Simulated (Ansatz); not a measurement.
# Ti at a changed volume — ⁴⁷Ti nuclear quadrupole resonance

Cell: an entry of the Crystallography Open Database (COD), relaxed with PBE at fixed cell and then changed (volume scaled by 1.04, ions relaxed).

```
Ti
1.0
     2.98882    0.00000    0.00000
    -1.49441    2.58839    0.00000
     0.00000    0.00000    4.74766
Ti
2
Cartesian
  0.0000 1.7256 1.1869
  1.4944 0.8628 3.5607
```

Atom numbers follow the list; atoms alike are taken as one site, whose name carries the number of the first.

The numbers come from a DFT calculation in Ansatz (PBE, plane waves and PAW, scalar-relativistic, 420 eV cutoff, Γ-centred 18×18×10 k-points, Fermi–Dirac smearing 0.05 eV).

⁴⁷Ti: I = 5/2, Q = 302.0 mb (year-2017 value). Static lattice, zero field.

**Question.** The simulated lines lie at 1.86, 3.71 MHz. What are |C_Q|, η and |V_zz| at Ti?

**Answer.** For I = 5/2 and η = 0 the lines are 3|C_Q|/20 and twice that; η pulls their ratio below 2. Here |C_Q| = 12.4 MHz, η = 0.00 and |V_zz| = 1.69 × 10²¹ V/m². The calculation gives V_zz positive; the lines don't show the sign. The site has 12 Ti at 2.93–2.99 Å.

An axis of threefold or higher order runs through Ti, so V_zz lies along it and η is zero.

With no gap above 0.1 eV, as in a metal, the gradients converge slowly in k; expect changes of a tenth or more on a denser mesh. At this changed cell the PBE pressure is -6 GPa.
